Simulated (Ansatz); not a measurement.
How much do the gradients of Cs3Tl2Cl9 depend on the method?

Cell: a COD entry, ions relaxed with PBE at fixed cell.

Space group R-3c:H (No. 167); a = 12.8118, c = 18.2636 Å, γ = 120.00°.

```
site  Wyckoff  site symmetry       x       y       z
  Cs      18e             .2  0.9952  0.6667  0.4167
  Tl      12c             3.  0.0000  0.0000  0.8526
Cl11      18e             .2  0.1582  0.0000  0.7500
Cl17      36f              1  0.5087  0.8456  0.5797
```

One atom of each set is listed; the run and its k-mesh use a cell of 28 atoms with edges of 9.58, 9.58, 9.58 Å.

First run. Level of theory: DFT, PBE, plane waves and PAW, scalar-relativistic, 420 eV cutoff, Γ-centred 3×3×3 k-points, Fermi–Dirac smearing 0.02 eV (Ansatz 0.2.0).

| site | V_zz (10²¹ V/m²) | η |
| --- | --- | --- |
| Cs | 1.23 | 0.02 |
| Tl | 11.51 | 0.00 |
| Cl11 | -10.20 | 0.15 |
| Cl17 | 18.52 | 0.08 |

Second run. The same atoms and settings, except that the functional is r2SCAN and the cutoff is 500 eV.

Problem. Given the first result, estimate the second.

Solution. 

| site | V_zz | η | change of V_zz |
| --- | --- | --- | --- |
| Cs | 1.28 | 0.11 | +0.05 |
| Tl | 11.79 | 0.00 | +0.28 |
| Cl11 | -9.70 | 0.16 | +0.50 |
| Cl17 | 17.90 | 0.07 | -0.62 |

The largest change of V_zz is on Cl17, from 18.52 to 17.90. In per cent, |V_zz| changes by +4 on Cs, +2 on Tl, -5 to -3 on Cl (all sites that start above 0.5).

Spin–orbit coupling is left out, which shifts gradients on Tl by a few per cent, and by more where contributions nearly cancel.
